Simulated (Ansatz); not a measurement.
## Ta (P6_3/mmc), one atom moved over a plane

Theory: DFT PBEsol, scalar-relativistic, plane waves, PAW in Ansatz 0.2.0. The runs took a 420 eV cutoff, a Γ-centred 18×18×10 mesh and Gaussian smearing (0.15 eV). Spin–orbit coupling is left out, which can shift energies with elements as heavy as these. No spin polarisation. Energies are free energies at this smearing, counted from the undisturbed cell; pressure is positive in compression.

The undisturbed cell (as given, not relaxed at this level; it stands at -7.1 GPa; this form isn't the usual structure):

```
Ta
1.0
     2.90037    0.00000    0.00000
    -1.45019    2.51180    0.00000
     0.00000    0.00000    5.16627
Ta
2
Direct
  0.66667 0.33333 0.75000
  0.33333 0.66667 0.25000
```

Atom 1 (Ta) is moved by p along (1.000, 0.000, 0.000) and q along (0.000, 0.000, 1.000) (Å), all else fixed. Points are written (p, q).

Energy above the undisturbed cell in eV/cell (a dash: not computed):

| p \ q | -0.450 | -0.225 | 0.000 | 0.225 | 0.450 |
| --- | --- | --- | --- | --- | --- |
| -0.450 | 0.86 | ? | -0.06 | ? | 0.86 |
| -0.225 | 0.92 | 0.22 | ? | 0.22 | 0.92 |
| 0.000 | 0.99 | 0.26 | 0.00 | 0.26 | 0.99 |
| 0.225 | 0.92 | 0.22 | ? | 0.22 | 0.92 |
| 0.450 | 0.86 | ? | -0.06 | ? | 0.86 |

**Question.** Fill in the withheld energies.

**Answer.** (-0.450, -0.225): 0.18; (-0.450, 0.225): 0.18; (-0.225, 0.000): -0.03; (0.225, 0.000): -0.03; (0.450, -0.225): 0.18; (0.450, 0.225): 0.18.